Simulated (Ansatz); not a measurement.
Computed with Ansatz, DFT PBE, scalar-relativistic, plane waves, PAW. All cells share a 420 eV cutoff and Γ-centred k meshes spaced at most about 0.3 Å⁻¹ (about 0.25 or finer for metals, 2π included). No spin polarisation in the final relaxations.

These are static total energies at zero pressure. All come from trial cells, and lower structures may exist.

Question: Order these relaxed structures of Bi4C by energy, lowest first, with the energy over the lowest of them.
1.

```cif
data_structure
_symmetry_space_group_name_H-M 'P4/mmm'
_symmetry_Int_Tables_number 123
_cell_length_a 3.4141
_cell_length_b 3.4141
_cell_length_c 12.1020
_cell_angle_alpha 90.000
_cell_angle_beta 90.000
_cell_angle_gamma 90.000
_cell_volume 141.06
loop_
_atom_site_label
_atom_site_type_symbol
_atom_site_symmetry_multiplicity
_atom_site_Wyckoff_symbol
_atom_site_fract_x
_atom_site_fract_y
_atom_site_fract_z
_atom_site_occupancy
Bi1 Bi 1 c 0.50000 0.50000 0.00000 1
Bi2 Bi 2 g 0.00000 0.00000 0.77934 1
Bi3 Bi 1 b 0.00000 0.00000 0.50000 1
C1 C 1 d 0.50000 0.50000 0.50000 1
```

2.

```cif
data_structure
_symmetry_space_group_name_H-M 'Pm-3m'
_symmetry_Int_Tables_number 221
_cell_length_a 5.1018
_cell_length_b 5.1018
_cell_length_c 5.1018
_cell_angle_alpha 90.000
_cell_angle_beta 90.000
_cell_angle_gamma 90.000
_cell_volume 132.79
loop_
_atom_site_label
_atom_site_type_symbol
_atom_site_symmetry_multiplicity
_atom_site_Wyckoff_symbol
_atom_site_fract_x
_atom_site_fract_y
_atom_site_fract_z
_atom_site_occupancy
Bi1 Bi 1 a 0.00000 0.00000 0.00000 1
Bi2 Bi 3 c 0.50000 0.50000 0.00000 1
C1 C 1 b 0.50000 0.50000 0.50000 1
```

3.

```cif
data_structure
_symmetry_space_group_name_H-M 'Im-3m'
_symmetry_Int_Tables_number 229
_cell_length_a 6.5573
_cell_length_b 6.5573
_cell_length_c 6.5573
_cell_angle_alpha 90.000
_cell_angle_beta 90.000
_cell_angle_gamma 90.000
_cell_volume 281.95
loop_
_atom_site_label
_atom_site_type_symbol
_atom_site_symmetry_multiplicity
_atom_site_Wyckoff_symbol
_atom_site_fract_x
_atom_site_fract_y
_atom_site_fract_z
_atom_site_occupancy
Bi1 Bi 8 c 0.25000 0.25000 0.25000 1
C1 C 2 a 0.00000 0.00000 0.00000 1
```

Answer: 2 (0 meV/atom), 3 (61 meV/atom), 1 (87 meV/atom). Forms: 2 Pm-3m; 3 Im-3m; 1 P4/mmm. Counting Bi atoms around C (those within 1.25 times the shortest such distance or 1.15 times the sum of covalent radii; the shortest distance is added where it is long for a bond): cell 2 has C 6; cell 3 has C 8 from 2.8 Å; cell 1 has C 4. Even the lowest lies +0.86 eV/atom against the elements.

These runs have no spin–orbit coupling, which can matter for Bi. Cells relaxed within their symmetry can be saddle points. Some structure types and database cells were kept out of the candidates from the start, so a known form may be missing.
